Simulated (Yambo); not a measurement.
BeTe (zinc blende, space group F-43m, No. 216), G0W0@PBE (Yambo, plasmon pole, terminator in G, 4×4×4 mesh): gap Γ → X in eV by bands and screening block.

```csv
bands (W and G),3 Ry,6 Ry,9 Ry,12 Ry,15 Ry
41,2.53,2.63,2.68,2.68,2.69
67,2.53,[?],2.73,[?],2.75
107,2.54,2.68,[?],2.78,2.79
153,2.54,2.69,2.79,2.80,2.82
200,2.54,2.69,2.80,2.82,2.83
```

Estimate the withheld gaps from their neighbours; the computed values follow.


- 67, 6 Ry: 2.66
- 67, 12 Ry: 2.74
- 107, 9 Ry: 2.77

The largest settings aren't shown to be the converged limit.

Spin-orbit coupling is not included.

Geometry relaxed with PBEsol; primitive cell a = 3.9646 Å, b = 3.9646 Å, c = 3.9646 Å, α = 60.00°, β = 60.00°, γ = 60.00°.

The potentials are those of PseudoDojo's stringent table.
